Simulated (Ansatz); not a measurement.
Relaxed-ion elastic tensor of Mo in space group P6/mmm (No. 191; Mo on 1a, Mo on 2d) in GPa (Voigt order), DFT-r²SCAN in the program Ansatz with PAW potentials; density 10.00 g/cm³, 15.93 Å³ per atom.

```
     1    2    3      4      5     6
-  ---  ---  ---  -----  -----  ----
1  319  267  131    0.0    0.0   0.0
2  267  319  131    0.0    0.0   0.0
3  131  131  558    0.0    0.0   0.0
4  0.0  0.0  0.0  -48.1    0.0   0.0
5  0.0  0.0  0.0    0.0  -48.1   0.0
6  0.0  0.0  0.0    0.0    0.0  25.9
```

Question: Is the crystal mechanically stable?

Answer: No: the smallest eigenvalue of C is -48.1 GPa.

The start of the workflow was typed in or built on a structure type; neither database checked (COD, Materials Project) lists it. It is not the phase usual at ambient conditions (space group No. 229). The cell was relaxed with r²SCAN under the symmetry of its start. At this level the phase is mechanically unstable. The run is not spin-polarised. As this level gives no gap, shear constants depend on the k-mesh and smearing (Fermi–Dirac, 0.1 eV here).

Potentials: the earlier of the program's two PAW sets.
